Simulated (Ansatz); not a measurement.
Values for one crystal, relaxed and computed with the program Ansatz at the r²SCAN level (PAW); other levels are named.

```yaml
volume_per_atom: 17.38 Å³
electronic_character: metallic (no gap)
Formation energy from the elements (no fitted shifts): 0.29 eV/atom
Density of states at the Fermi level: 0.52 states/eV per atom (mean over ±0.08 eV)
Pressure derivative B′: 5.2
Bulk modulus (Birch–Murnaghan fit): 151 GPa
```

### Question
Which of these materials gives this?
A) AlAg, rock salt
B) ZrTa, Pmma (Ta on 2e, Zr on 2f)
C) NbAg, Pmma (Ag on 2e, Nb on 2f)
D) BeAg, CsCl type

### Answer
C, NbAg, Pmma (Ag on 2e, Nb on 2f)

The start of the workflow was typed in or built on a structure type; neither database checked (COD, Materials Project) lists it. Its standing as an ambient phase is unchecked. The cell was relaxed with r²SCAN under the symmetry of its start; whether a distortion lowers the energy is not shown. No spin polarisation was allowed. Its formation energy is positive at this level, so the cell may be metastable or incomplete. The references are the lowest solids computed at this level, not always the standard phases. Spin–orbit coupling is left out wherever it is not named.

Potentials: the earlier of the program's two PAW sets.
